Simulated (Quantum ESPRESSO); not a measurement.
# Kohn-Sham bands of CsPbBr3 (cubic perovskite)

```
CELL_PARAMETERS angstrom
      5.94863     0.00000     0.00000
      0.00000     5.94863     0.00000
      0.00000     0.00000     5.94863
ATOMIC_POSITIONS crystal
  Cs 0.00000 0.00000 0.00000
  Pb 0.50000 0.50000 0.50000
  Br 0.50000 0.50000 0.00000
  Br 0.00000 0.50000 0.50000
  Br 0.50000 0.00000 0.50000
```

Cell from Materials Project (mp-600089), symmetrised, no further relaxation. COD (Crystallography Open Database) records the formula in this space group. Ideal cubic forms of this type are often high-temperature phases that distort on cooling; symmetry holds the cell here, and its stability was not tested. Level: PBEsol, no spin polarisation, no spin-orbit coupling; pw.x of Quantum ESPRESSO at 50 Ry with PseudoDojo potentials, 6×6×6 k-points, Wannier90. Density: 6×6×6 mesh, cold smearing 0.01 Ry. Spin-orbit coupling is left out although heavy elements are present.

Energies are relative to the valence-band maximum; weights are on the orthonormalised atomic waves of the pseudopotential files, averaged over the group. 44 electrons a cell are treated as valence.

Problem. Into which isolated groups do the bands fall, where do they lie and what are they made of?

Solution. 
```json
[
 {"bands": "1", "from (eV)": "-21.28", "to (eV)": "-21.27", "filling": "filled", "weight on atomic waves": "Cs 5s 100 %"},
 {"bands": "2–6", "from (eV)": "-16.64", "to (eV)": "-16.51", "filling": "filled", "weight on atomic waves": "Pb 5d 99 %"},
 {"bands": "7–9", "from (eV)": "-14.49", "to (eV)": "-13.85", "filling": "filled", "weight on atomic waves": "Br 4s 91 %, Pb 6p 5 %"},
 {"bands": "10–13", "from (eV)": "-8.72", "to (eV)": "-6.93", "filling": "filled", "weight on atomic waves": "Cs 5p 74 %, Pb 6s 19 %, Br 4p 5 %"},
 {"bands": "14–22", "from (eV)": "-4.02", "to (eV)": "0.00", "filling": "filled", "weight on atomic waves": "Br 4p 89 %, Pb 6p 7 %"}
]
```

The Kohn-Sham gap over both meshes and the path is 1.59 eV.
